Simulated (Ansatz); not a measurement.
GaP (zinc blende)

```
CELL_PARAMETERS angstrom
      0.00000     2.71949     2.71949
      2.71949     0.00000     2.71949
      2.71949     2.71949     0.00000
ATOMIC_POSITIONS crystal
  P  0.75000 0.75000 0.75000
  Ga 0.00000 0.00000 0.00000
```

The slice is a {110} plane (indices of the conventional cell) through the point (0.750, 0.750, 0.750) (fractional), spanned by u = [100] and v = [1 -1 -1] in vectors of this cell: u (3.85 Å) and v (5.44 Å, at 90° to u). It covers one period; positions are fractions (u, v).

Level of theory: PBEsol (plane waves to 420 eV, PAW, scalar-relativistic; Ansatz, a quantum-chemistry and plane-wave program). k mesh 11×11×11. Inside the PAW spheres the values are not all-electron values, and peaks at nuclei hang on which shells count as valence. GaP was relaxed with its symmetry unable to fall. The PAW data are Ansatz's earlier set.

Three fields on this plane, each scaled to ten steps between its own extremes (0 low, 9 high; the total valence density on a logarithmic scale, the potential cut 8 eV below its top; x marks points blanked near nuclei; v = 0 in the bottom row):

Map A
```
|xxxx9877789xxx|
|xxxx9xxxxx9xxx|
|xxx9xxxxxxx9xx|
|8889xxxxxxx988|
|6678xxxxxxx876|
|4457xxxxxxx754|
|2346xxxxxxx643|
|11346xxxxx6431|
|00135677765310|
|00123455543210|
|00112344432110|
|11111222221111|
|22211111111122|
|44322100012234|
|66542100012456|
|88764210124678|
|xxx753212357xx|
|xxxx7532357xxx|
|xxxx8644468xxx|
|xxxx9765679xxx|
```

Map B
```
|xxxx0200020xxx|
|xxxx0xxxxx0xxx|
|xxx0xxxxxxx0xx|
|1220xxxxxxx021|
|6650xxxxxxx056|
|8860xxxxxxx068|
|8873xxxxxxx378|
|98751xxxxx1578|
|99875300035789|
|99988766678899|
|99999888889999|
|99999999999999|
|89999999999999|
|88899999999988|
|67789999999877|
|12468999998642|
|xxx368999863xx|
|xxxx4799974xxx|
|xxxx2688862xxx|
|xxxx1566651xxx|
```

Map C
```
|xxxx1256521xxx|
|xxxx0xxxxx0xxx|
|xxx0xxxxxxx0xx|
|6422xxxxxxx224|
|2225xxxxxxx522|
|1137xxxxxxx731|
|1137xxxxxxx731|
|11358xxxxx8531|
|11234566654321|
|11112222222111|
|11111111111111|
|11100000000011|
|11100000000011|
|11100000000011|
|22210000000122|
|66642100012466|
|xxx952000259xx|
|xxxx8310138xxx|
|xxxx8311138xxx|
|xxxx5222225xxx|
```

Assign the maps to these fields: density of the lowest conduction band (whole band as if filled, smooth part); valence electron density; electrostatic potential energy of an electron, from the cell's mean.

A is the valence electron density; B is the electrostatic potential energy of an electron, from the cell's mean; C is the density of the lowest conduction band (whole band as if filled, smooth part).
